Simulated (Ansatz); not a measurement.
ZrO2:
```cif
data_O8Zr4
_chemical_formula_sum 'Zr4 O8'
_space_group_name_H-M_alt 'P21/c'
_space_group_IT_number 14
_space_group_name_Hall '-P 2ybc'
_cell_length_a 5.15422
_cell_length_b 5.22566
_cell_length_c 5.33152
_cell_angle_alpha 90.000
_cell_angle_beta 99.410
_cell_angle_gamma 90.000
loop_
_atom_site_label
_atom_site_type_symbol
_atom_site_symmetry_multiplicity
_atom_site_Wyckoff_symbol
_atom_site_fract_x
_atom_site_fract_y
_atom_site_fract_z
_atom_site_occupancy
Zr1 Zr 4 e 0.27613 0.04215 0.20974 1
O1 O 4 e 0.06874 0.33269 0.34480 1
O2 O 4 e 0.55030 0.25725 0.02218 1
```

Relaxed with r²SCAN. r²SCAN in the plane-wave PAW code Ansatz gives a gap of 4.16 eV.

Question: What gap does HSE06 give on the same cell (Ansatz, PAW)?

Answer: 5.21 eV, 1.05 eV more. The hybrid was solved on a coarser mesh and at special points; its gap is the smallest among all of these.

Cost on shared cores: the r²SCAN run (SCF on a 6×6×5 mesh, then bands and DOS) about 7 core-minutes (a rough figure), the HSE06 run (SCF on 3×3×3, then a few points) about 3 core-minutes (a rough figure); the tasks are unlike.

Space group P2_1/c. The r²SCAN relaxation kept the symmetry of its start. No spin polarisation was allowed. Scalar-relativistic: spin–orbit coupling is off unless named, which matters more the heavier the elements.

Potentials: the later of the program's two PAW sets.
